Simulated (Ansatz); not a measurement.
MgCd:
Space group Pmma (No. 51); a = 4.919 Å, b = 3.239 Å, c = 5.153 Å, α = β = γ = 90.00°

```
atom  site  symmetry       x       y       z
----  ----  --------  ------  ------  ------
Cd      2e       mm2  0.2500  0.0000  0.1832
Mg      2f       mm2  0.2500  0.5000  0.6880
```

Relaxed at zero pressure with the program Ansatz at the PBEsol level (PAW).

Q: The volume is raised by 6 % and shape and atoms relax at that volume. What pressure results, and how do the axes share the change?

A: -2.5 GPa; a 1.8 %, b 2.3 %, c 1.8 %; the energy rises by 10 meV/atom.

Q: Give the new structure.

A: 
Space group Pmma (No. 51); a = 5.0078 Å, b = 3.3133 Å, c = 5.2451 Å, α = β = γ = 90.00°

| atom | site | symmetry | x | y | z |
|---|---|---|---|---|---|
| Cd | 2e | mm2 | 0.2500 | 0.0000 | 0.1825 |
| Mg | 2f | mm2 | 0.2500 | 0.5000 | 0.6884 |

The phase is kept; no other phase was compared at this pressure.

The workflow started from an entry of the Crystallography Open Database (COD). Whether it is the stable phase at ambient conditions was not checked. The PBEsol relaxation kept the symmetry of its start; its stability against distortions is not shown here. Axis ratios of metals converge slowly with the k-mesh, so a and c are less sure than the volume.

Potentials: the later of the program's two PAW sets.
